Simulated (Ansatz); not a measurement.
### Question
Name crystals whose computed values (the program Ansatz at the PBEsol level (PAW)) fall in these windows: G_Hill (GPa) 37 to 50; B₀ by P(V) fit (GPa) 91 to 110.

### Answer


```json
[
 {"crystal": "Zr, P6/mmm (Zr on 1a, Zr on 2d)", "G_Hill (GPa)": "44.1", "B₀ by P(V) fit (GPa)": "102"}
]
```
Others may fit too.

Not the usual ambient phase: Zr, P6/mmm (Zr on 1a, Zr on 2d). The cell was relaxed under the symmetry of its start. Rows with no word on spin ran without spin polarisation. Spin–orbit coupling is left out wherever it is not named.

Potentials: the earlier of the program's two PAW sets.
